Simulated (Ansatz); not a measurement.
Bi$_{2}$Te$_{3}$ (Bi2Te3 type, space group R-3m)

```
Bi2Te3
1.0
    2.19727     1.26859    10.46143
   -2.19727     1.26859    10.46143
    0.00000    -2.53719    10.46143
Bi Te
2 3
Cartesian
  0.00000   0.00000  12.50161
  0.00000   0.00000  18.88268
  0.00000   0.00000   0.00000
  0.00000   0.00000   6.70881
  0.00000   0.00000  24.67548
```

The slice is a (-1 1 0 4) plane (indices of the conventional cell) through the point (0.786, 0.786, 0.786) (fractional), spanned by u = [1 0 -1] and v = [1 -1 1] in vectors of this cell: u (4.39 Å) and v (11.63 Å, at 90° to u). It covers one period; positions are fractions (u, v).

The numbers are results of r2SCAN+rVV10 (plane waves to 500 eV, PAW, scalar-relativistic; Ansatz, a program for electronic structure), not measurements. k mesh 9×9×9. These are valence fields of a PAW run, semicore shells included where kept as valence: close to a nucleus they are smooth pseudo fields. Bi2Te3 was relaxed with its symmetry unable to fall. Spin-orbit coupling is left out, though Bi and Te are heavy.

### Question
Predict the map of the density of the highest valence band (whole band, smooth part) on the slice.

### Answer
| v \ u | 0.00 | 0.17 | 0.33 | 0.50 | 0.67 | 0.83 |
|---|---|---|---|---|---|---|
| 0.88 | 0.023 | 0.014 | 0.004 | 0.002 | 0.004 | 0.014 |
| 0.75 | 0.003 | 0.005 | 0.017 | 0.021 | 0.017 | 0.005 |
| 0.62 | 0.004 | 0.015 | 0.050 | 0.030 | 0.050 | 0.015 |
| 0.50 | 0.004 | 0.003 | 0.003 | 0.005 | 0.003 | 0.003 |
| 0.38 | 0.038 | 0.021 | 0.004 | 0.006 | 0.004 | 0.021 |
| 0.25 | 0.020 | 0.013 | 0.004 | 0.002 | 0.004 | 0.013 |
| 0.12 | 0.020 | 0.011 | 0.002 | 0.001 | 0.002 | 0.011 |
| 0.00 | 0.001 | 0.028 | 0.014 | 0.003 | 0.014 | 0.028 |

Values: density of the highest valence band (whole band, smooth part) in e/Å³.
